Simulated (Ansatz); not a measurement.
Relaxed-ion elastic tensor of Ta (bcc (W type), Im-3m) in GPa (Voigt order), LDA (plane waves, PAW; program Ansatz); density 17.46 g/cm³, 17.21 Å³ per atom.

```
     1    2    3     4     5     6
-  ---  ---  ---  ----  ----  ----
1  303  176  176   0.0   0.0   0.0
2  176  303  176   0.0   0.0   0.0
3  176  176  303   0.0   0.0   0.0
4  0.0  0.0  0.0  70.6   0.0   0.0
5  0.0  0.0  0.0   0.0  70.6   0.0
6  0.0  0.0  0.0   0.0   0.0  70.6
```

**Question.** Is the crystal mechanically stable?

**Answer.** Yes: the smallest eigenvalue of C is 70.6 GPa.

**Question.** Work out the Voigt, Reuss and Hill averages.

**Answer.** K_V = 218, K_R = 218, K_H = 218; G_V = 67.8, G_R = 67.6, G_H = 67.7 GPa.

**Question.** Give Young's modulus, Poisson's ratio, Pugh's ratio and the universal anisotropy index.

**Answer.** E = 9KG/(3K + G) = 184 GPa; ν = 0.36; K/G = 3.23 (ductile by the Pugh limit of 1.75); A_U = 5G_V/G_R + K_V/K_R − 6 = 0.01.

**Question.** Estimate the sound speeds and the Debye temperature.

**Answer.** v_l = √((K + 4G/3)/ρ) = 4200 m/s, v_t = √(G/ρ) = 1970 m/s, mean 2220 m/s; Θ = (h/k)(3n/4πV)^(1/3) v_m = 256 K.

**Question.** Give the Zener ratio and Young's modulus along [100], [110] and [111].

**Answer.** A = 2C44/(C11 − C12) = 1.11; 1/E = S11 − 2(S11 − S12 − S44/2)Γ with Γ = 0, 1/4, 1/3 gives 174, 187, 191 GPa.

**Question.** Solve the Christoffel equation for the three sound speeds along [100], [110], [111].

**Answer.** Eigenvalues of C_ijkl n_j n_l equal ρv². In km/s, slowest first: [100] 2.01, 2.01, 4.17; [110] 1.91, 2.01, 4.21; [111] 1.94, 1.94, 4.23.

Symmetry was held in the LDA relaxation. The run is not spin-polarised. As this level gives no gap, shear constants depend on the k-mesh and smearing (Fermi–Dirac, 0.1 eV here). Scalar-relativistic: spin–orbit coupling is off unless named, which matters more the heavier the elements.

Potentials: the later of the program's two PAW sets.
